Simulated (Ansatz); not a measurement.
GeSb2Te4:
```xyz
7
Lattice="2.1235 1.2260 13.4112 -2.1235 1.2260 13.4112 0.0000 -2.4520 13.4112" Properties=species:S:1:pos:R:3 pbc="T T T"
Ge     0.0000     0.0000     0.0000
Sb     0.0000     0.0000    17.0698
Sb     0.0000     0.0000    23.1637
Te     0.0000     0.0000     5.3804
Te     0.0000     0.0000    34.8531
Te     0.0000     0.0000    11.7441
Te     0.0000     0.0000    28.4894
```

DFT-PBE+D3(BJ) in the program Ansatz with PAW potentials gives a gap of 0.09 eV without spin–orbit coupling, maximum at T, minimum off the standard path, at k = (-0.150, -0.150, -0.086) in fractions of the reciprocal vectors.

Q: What happens when spin–orbit coupling is switched on?

A: The gap falls by 0.02 eV, to 0.07 eV; maximum on the Γ–T line, 54 % of the way from Γ, minimum on the Γ–T line, 53 % of the way from Γ. The small gap may have closed and reopened with inverted band order, as semilocal functionals often give for heavy narrow-gap crystals.

Space group R-3m. The cell was relaxed with PBE+D3(BJ) under the symmetry of its start.

Potentials: the later of the program's two PAW sets.
